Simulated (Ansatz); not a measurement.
## Property card for Pd₂PtSe₆

The calculation used Ansatz, DFT PBE, scalar-relativistic, plane waves, PAW.

Settings: cutoff 420 eV, Γ-centred mesh 12×12×4 on the computed 9-atom cell, Gaussian smearing of 0.10 eV; no spin polarisation.

The structure is relaxed at this level of theory with its symmetry kept, and needn't be the ground state of this composition.

Space group P-3m1 (No. 164), trigonal, a = 3.797 Å, c = 15.187 Å. Pd has 6 Se at 2.54 Å; Pt has 6 Se at 2.54 Å; Se on its first site is surrounded by 3 Pt at 2.54 Å; Se on its second site has 3 Pd at 2.54 Å; around Se on its third site lie 3 Pd at 2.54 Å.

| Property | Result |
| --- | --- |
| Volume per atom | 21.06 Å³ |
| Formation energy from the elements' standard states (uncorrected) | -0.312 eV/atom |
| Kohn–Sham band gap | none (metal) |
| Density of states at the Fermi level | 3.7 states/eV per cell |
| Orbital (Löwdin) character within 0.5 eV of the Fermi level | Se 4p 69 %, Pd 4d 19 % |
| Bader charge by site (e) | Pd (2 in the cell) 0.22, Pt (1 in the cell) 0.08, Se (2 in the cell) -0.03, Se (2 in the cell) -0.10, Se (2 in the cell) -0.13 |

Spin-orbit coupling is left out, which matters for the bands of heavy elements. The cell holds layers, chains or molecules and no dispersion correction was added, so their binding is poorly described.

The cell was found from a structure generator's guess, not taken from experiment. Löwdin shares on free-atom orbitals overweight diffuse shells.
